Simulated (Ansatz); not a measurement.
Relaxed-ion elastic tensor of Sb (simple cubic, Pm-3m) in GPa (Voigt order), DFT-PBEsol in the program Ansatz with PAW potentials; density 7.05 g/cm³, 28.68 Å³ per atom.

```
 147  20.0  20.0   0.0   0.0   0.0
20.0   147  20.0   0.0   0.0   0.0
20.0  20.0   147   0.0   0.0   0.0
 0.0   0.0   0.0  11.3   0.0   0.0
 0.0   0.0   0.0   0.0  11.3   0.0
 0.0   0.0   0.0   0.0   0.0  11.3
```

### Question
Is the crystal mechanically stable?

### Answer
Yes: the smallest eigenvalue of C is 11.3 GPa.

### Question
Work out the Voigt, Reuss and Hill averages.

### Answer
K_V = 62.4, K_R = 62.4, K_H = 62.4; G_V = 32.2, G_R = 16.9, G_H = 24.6 GPa.

### Question
Give Young's modulus, Poisson's ratio, Pugh's ratio and the universal anisotropy index.

### Answer
E = 9KG/(3K + G) = 65.1 GPa; ν = 0.33; K/G = 2.54 (ductile by the Pugh limit of 1.75); A_U = 5G_V/G_R + K_V/K_R − 6 = 4.53.

### Question
Estimate the sound speeds and the Debye temperature.

### Answer
v_l = √((K + 4G/3)/ρ) = 3670 m/s, v_t = √(G/ρ) = 1870 m/s, mean 2090 m/s; Θ = (h/k)(3n/4πV)^(1/3) v_m = 203 K.

### Question
Give the Zener ratio and Young's modulus along [100], [110] and [111].

### Answer
A = 2C44/(C11 − C12) = 0.18; 1/E = S11 − 2(S11 − S12 − S44/2)Γ with Γ = 0, 1/4, 1/3 gives 142, 39.8, 32.1 GPa.

### Question
Solve the Christoffel equation for the three sound speeds along [100], [110], [111].

### Answer
Eigenvalues of C_ijkl n_j n_l equal ρv². In km/s, slowest first: [100] 1.27, 1.27, 4.57; [110] 1.27, 3.00, 3.67; [111] 2.56, 2.56, 3.32.

The first step of the workflow began from a Materials Project structure, measured or hypothetical; the Crystallography Open Database files this formula in space group No. 221, but the cells were not matched. It is not the phase usual at ambient conditions (space group No. 166). The PBEsol relaxation kept the symmetry of its start; its stability against distortions is not shown here. As this level gives no gap, shear constants depend on the k-mesh and smearing (Fermi–Dirac, 0.1 eV here). Spin–orbit coupling is left out wherever it is not named.

Potentials: the earlier of the program's two PAW sets.
